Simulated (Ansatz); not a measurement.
## MnIr (R-3m): spiral energies by the generalised Bloch theorem

```
Mn Ir
1.0
     1.32460    0.76476    4.23986
    -1.32460    0.76476    4.23986
     0.00000   -1.52951    4.23986
Mn Ir
1 1
Direct
  0.50000 0.50000 0.50000
  0.00000 0.00000 0.00000
```

The source of the geometry is a structure from the Materials Project; atoms and cell stay fixed.

Settings: LDA, 12×12×12 k mesh, Fermi–Dirac smearing of 0.05 eV. PAW means Ansatz 0.2.0 on its default frozen-core files. Site moments are integrated in spheres about the atoms. Start moments (μB): Mn1 0.7.

Flat spirals without spin–orbit coupling: moments start in the xy plane and turn about z by q·R from cell to cell, and their directions inside a cell are free. q runs from Γ to F = (0.500, 0.000, 0.500) in reciprocal cell vectors. Energies count from each method's run at q = 0. Each q is a vector of the k mesh, and the mesh is shifted by q/2 where needed, so that both spin components are sampled on the same points as at q = 0.

Where along the line is the energy lowest?

The lowest point lies at 1.000 of the way, 123.4 meV/cell under q = 0, so the antiferromagnetic state at the zone boundary wins along this line.
| fraction of Γ–F | |q| (1/Å) | ΔF PAW (meV/cell) | largest moment, PAW (μB) |
| --- | --- | --- | --- |
| 0.000 | 0.000 | 0.0 | 0.68 |
| 0.167 | 0.243 | +1.0 | 0.00 |
| 0.333 | 0.485 | -12.9 | 1.08 |
| 0.500 | 0.728 | -29.0 | 1.42 |
| 0.667 | 0.970 | -75.1 | 1.96 |
| 0.833 | 1.213 | -114.2 | 2.09 |
| 1.000 | 1.456 | -123.4 | 2.12 |

The PAW files were made with PBE; the program remakes their cores once for the run's functional and then keeps them frozen. The Ansatz runs typed with the search for lower states off end where their start leads. Spin–orbit coupling is left out although heavy atoms are present. None of this fixes the real material's magnetic order: only patterns that fit the cell were computed, without spin fluctuations and on one mesh and smearing, with a functional that can overstate moments. Left out because it didn't converge or finish: LAPW, spiral at 0.167 of the way from Γ to F.
